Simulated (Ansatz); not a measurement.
## Ansatz 0.2.0, settings compared: HfAg2Sn2

Launch command:

```bash
ansatz run input.yaml --threads 1 --pin off --max-ram 2560MiB --backend cpu --events-out ev --progress --plain --runs-dir out
```

The input file (Ansatz 0.2.0, plane waves):

```yaml
crystal:
  lattice:
    - [0.0, 4.544883, 0.0]
    - [4.544883, 0.0, 0.0]
    - [2.272441, 2.272441, -5.707867]
  atoms:
    - { symbol: Hf, position: [0.0, 0.0, 0.0] }
    - { symbol: Sn, position: [0.381, 0.381, 0.238] }
    - { symbol: Sn, position: [0.619, 0.619, 0.762] }
    - { symbol: Ag, position: [0.75, 0.25, 0.5] }
    - { symbol: Ag, position: [0.25, 0.75, 0.5] }
  symmetry: { tolerance: 0.0003 }
kpoints:
  mp_grid: { grid: [4, 4, 4], shift: [0, 0, 0] }
magnetization:
  spin_polarized: false
scf:
  occupations: { method: fermi_dirac, width: 0.1017 }
hamiltonian:
  pseudopotentials: { kind: paw }
  xc: pbe
basis:
  ecutwfc: 420
output:
  forces: true
  stress: true
  eigenvalues: true
relax:
  max_steps: 40
  cell: {}
```

Origin of the cell: a known structure type with other elements, at an estimated volume, so it need not be a known compound.

Output of this run (shortened):

```
SCF iter   1: F=—  HF=-42949.305477 eV  Δρ=3.73e-3  dr2=2.24e-2
SCF iter   2: F=—  HF=-42949.302636 eV  Δρ=2.28e-3  dr2=9.17e-3
SCF iter   3: F=—  HF=-42949.301091 eV  Δρ=4.92e-4  dr2=6.53e-4  defer=1
SCF iter   4: F=—  HF=-42949.301016 eV  Δρ=2.43e-4  dr2=1.33e-4  defer=1
SCF iter   5: F=—  HF=-42949.301010 eV  Δρ=1.22e-4  dr2=2.81e-5  defer=1
SCF iter   6: F=—  HF=-42949.300949 eV  Δρ=6.84e-5  dr2=7.39e-6  defer=1
SCF iter   7: F=—  HF=-42949.300948 eV  Δρ=2.68e-5  dr2=8.71e-7  defer=1
SCF iter   8: F=-42949.300949 eV  HF=-42949.300949 eV  Δρ=7.14e-6  dr2=7.56e-8
relax step   1: F+E_penalty+E_count = -42949.300949 eV  Δ(F+E_penalty+E_count) = +0.000e0 eV  max|allowed force component| = 4.825e-1 eV/Å  Δτ_max = 0.0000 Å  P = -1.643 GPa  Ω = 117.901 Å³ […]
relax step   2: F+E_penalty+E_count = -42949.702313 eV  Δ(F+E_penalty+E_count) = -4.014e-1 eV  max|allowed force component| = 4.113e-1 eV/Å  Δτ_max = 0.1033 Å  P = +0.856 GPa  Ω = 111.551 Å³ […]
relax step   3: F+E_penalty+E_count = -42949.967899 eV  Δ(F+E_penalty+E_count) = -2.656e-1 eV  max|allowed force component| = 1.163e-1 eV/Å  Δτ_max = 0.0284 Å  P = +0.679 GPa  Ω = 110.621 Å³ […]
relax step   4: F+E_penalty+E_count = -42950.131025 eV  Δ(F+E_penalty+E_count) = -1.631e-1 eV  max|allowed force component| = 2.592e-1 eV/Å  Δτ_max = 0.0368 Å  P = +0.428 GPa  Ω = 110.349 Å³ […]
relax step   5: F+E_penalty+E_count = -42950.189433 eV  Δ(F+E_penalty+E_count) = -5.841e-2 eV  max|allowed force component| = 4.982e-1 eV/Å  Δτ_max = 0.0038 Å  P = +2.211 GPa  Ω = 107.914 Å³ […]
[… 12 lines left out …]
relax step  18: F+E_penalty+E_count = -42950.336062 eV  Δ(F+E_penalty+E_count) = -9.138e-3 eV  max|allowed force component| = 3.716e-4 eV/Å  Δτ_max = 0.0000 Å  P = +0.213 GPa  Ω = 113.560 Å³  stress off target by 5.43e-1 GPa […]
relax step  19: F+E_penalty+E_count = -42950.338720 eV  Δ(F+E_penalty+E_count) = -2.658e-3 eV  max|allowed force component| = 6.174e-3 eV/Å  Δτ_max = 0.0044 Å  P = +0.107 GPa  Ω = 113.867 Å³ […]
relax step  20: F+E_penalty+E_count = -42950.338888 eV  Δ(F+E_penalty+E_count) = -1.685e-4 eV  max|allowed force component| = 1.805e-3 eV/Å  Δτ_max = 0.0001 Å  P = -0.039 GPa  Ω = 114.180 Å³ […]
relax step  21: F+E_penalty+E_count = -42950.338951 eV  Δ(F+E_penalty+E_count) = -6.336e-5 eV  max|allowed force component| = 7.973e-5 eV/Å  Δτ_max = 0.0000 Å  P = +0.000 GPa  Ω = 114.094 Å³ […]
relax step  22: F+E_penalty+E_count = -42950.339077 eV  Δ(F+E_penalty+E_count) = -1.251e-4 eV  max|allowed force component| = 1.279e-4 eV/Å  Δτ_max = 0.0000 Å  P = -0.001 GPa  Ω = 114.094 Å³  stress off target by 1.23e-3 GPa […]
SCF 22 converged in 6 iterations: F = -42950.339077 eV  dr2 = 3.72e-11
basis re-selected at this cell: Δ(F+E_penalty+E_count) = -1.251e-4 eV, ΔP = -0.001 GPa vs the last step (what re-selecting the basis moved, of the pressure what is left beyond the Pulay corre […]
SCF converged after 6 iterations
Free energy (F): -42950.339077 eV
Harris-Foulkes:  -42950.339077 eV  (|F-HF|=2.18e-11)
Internal energy: -42950.197777 eV  (E = F + TS)
E sigma→0 (E₀):  -42950.268427 eV
Entropy (-TS):   -0.141300 eV (-28.260 meV/atom)
Fermi energy:    14.234283 eV
--- Per-component energies (eV) ---
  E_band       = -796.518011
  E_kinetic    = 1848.815100
  E_local      = -12951.056290  (includes V_loc(G=0)·N_el)
  E_nonlocal   = -1150.067296
  E_hartree    = 6245.956343
  E_xc         = -1432.573726
  E_vxc        = -925.452462  (∫ρ·V_xc dr)
  E_paw        = -23004.929382  (= ΣΔE_a)
  E_vpaw       = -110.670583  (= ΣTr[D̂ρ^β])
  E_aug_tail   = 0.000638  (compensation charges beyond the density's cutoff)
  E_ewald      = -12506.343165
  E_smearing   = -0.141300  (= −TS)
  Σ components = -42950.339077   (vs F -42950.339077, Δ=0.00e0)
--- Forces (eV/Å), atoms counted from 1 ---
  atom   1  Hf    -0.000000    -0.000000     0.000000
  atom   2  Sn     0.000000     0.000000     0.000128
  atom   3  Sn    -0.000000    -0.000000    -0.000128
  atom   4  Ag    -0.000000     0.000000    -0.000000
  atom   5  Ag     0.000000    -0.000000     0.000000
  max |Σ_I F_I| component: 1.39e-17 eV/Å
--- Stress (GPa, compression-positive) ---
       -0.001227      -0.000000       0.000000
       -0.000000      -0.001227       0.000000
        0.000000       0.000000      -0.000459
  P = ⅓ Tr σ = -0.0010 GPa (-0.010 kbar)
--- Relaxed structure (19 steps of the walk, 19 accepted, 3 SCFs on fresh bases) ---
  F+E_penalty+E_count = -42950.339077 eV   max|allowed force component| = 1.279e-4 eV/Å   (the final SCF, on the basis selected at the relaxed cell)
  cell:  # Å, volume = 114.0941 Å³
    - [-3.633e-15, 3.765146, -1.649e-7]
    - [3.765146, -3.633e-15, -1.649e-7]
    - [1.882573, 1.882573, -8.048216]
  atoms:
    - { symbol: Hf, position: [0.0, 0.0, 0.0] }
    - { symbol: Sn, position: [0.396850, 0.396850, 0.206299] }
    - { symbol: Sn, position: [0.603150, 0.603150, 0.793701] }
    - { symbol: Ag, position: [0.75, 0.25, 0.500000] }
    - { symbol: Ag, position: [0.250000, 0.750000, 0.500000] }
```

The same input was run again with these changes:

1. `scf.mixing.preconditioner` default → ldos; `basis.ecutwfc` 420 → "700 eV"
2. `basis.xc_grid` default → 4
3. `crystal.symmetry` { tolerance: 0.0003 } → { detect: false }; `scf.initial_density.chi_scale` default → 0.1; `scf.mixing.preconditioner` default → ldos
4. `scf.lower_state_search` default → "off"

| run | end | SCF iterations | volume (Å³/atom) | max force component (eV/Å) | moment (μB) | ΔE(σ→0) (meV/atom) |
| --- | --- | --- | --- | --- | --- | --- |
| base | converged | 169 | 22.82 | 0.000 | – | 0 |
| 1 | converged | 109 | 22.81 | 0.000 | – | -1.47 |
| 2 | converged | 169 | 22.82 | 0.000 | – | 0.00 |
| 3 | converged | 220 | 21.19 | 0.001 | – | -171.17 |
| 4 | converged | 169 | 22.82 | 0.000 | – | 0.00 |

Energies are compared only where functional, datasets, charge and starting cell are the same.

Run 3 relaxed to another structure than the base run, so its differences aren't those of the setting alone.

Caveats of the base run: no moments, though an odd count or open d shells may carry them; no spin-orbit coupling, though heavy elements are present; the k mesh is coarse if the cell is a metal; the relaxation held the start's symmetry, so the end may be a saddle point.

Run 3: the program displaced the start to leave a saddle point.

The base run took 68 s on 1 thread of Intel(R) Xeon(R) 6975P-C (Granite Rapids) (shared host), peak memory 0.5 GiB, from the program's own first density.
